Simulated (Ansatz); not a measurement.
A trial structure of KAlAgC6N6 was built thus: cyanide-bridged rock-salt net of two metals, 1 guest cations a cell (F-43m, No. 216). Its size is a rough estimate.

```
K Al Ag C N
1.0
     0.00000    5.16500    5.16500
     5.16500    0.00000    5.16500
     5.16500    5.16500    0.00000
K Al Ag C N
1 1 1 6 6
Direct
  0.75000 0.75000 0.75000
  0.00000 0.00000 0.00000
  0.50000 0.50000 0.50000
  0.81849 0.18151 0.18151
  0.18151 0.18151 0.81849
  0.81849 0.18151 0.81849
  0.18151 0.81849 0.81849
  0.81849 0.81849 0.18151
  0.18151 0.81849 0.18151
  0.70523 0.29477 0.29477
  0.29477 0.29477 0.70523
  0.70523 0.29477 0.70523
  0.29477 0.70523 0.70523
  0.70523 0.70523 0.29477
  0.29477 0.70523 0.29477
```

These are results of DFT PBE, scalar-relativistic, plane waves, PAW (Ansatz 0.2.0), not measurements. Cutoff 420 eV, Gaussian smearing, Γ-centred meshes. Cell and atoms relax first on a coarse mesh and then on a finer one. In between, the cell is made exact in the group found at 0.06 Å. In metals the finer mesh still leaves noise of several meV/atom or more. The steps can't lower the symmetry of their start. Collinear spin is switched on along the way, since trial moments persisted in a coarse test.

A guess keeps its type if space group and coordination stay and the shape of the cell changes little (axis ratios within about 15 %, angles within 6°); the volume may change.

Question: Does it keep its structure type, or change into something else?

Answer: It keeps its type. The symmetry stays F-43m (No. 216). The volume per atom grows by 23.9 %, from 18.4 to 22.8 Å³. The shortest distance stays 1.17 Å (C–N). Counting neighbours within 15 % of an atom's shortest distance, the start has Ag 6, Al 6, C 1, K 24, N 1 and the end Ag 6, Al 6, C 1, K 24, N 1.

The last run used collinear spin, a 6×6×6 mesh for its 15-atom cell and Gaussian smearing of 0.10 eV. The magnetic state reached may not be the lowest. A structure relaxed within its symmetry needn't be a true minimum.
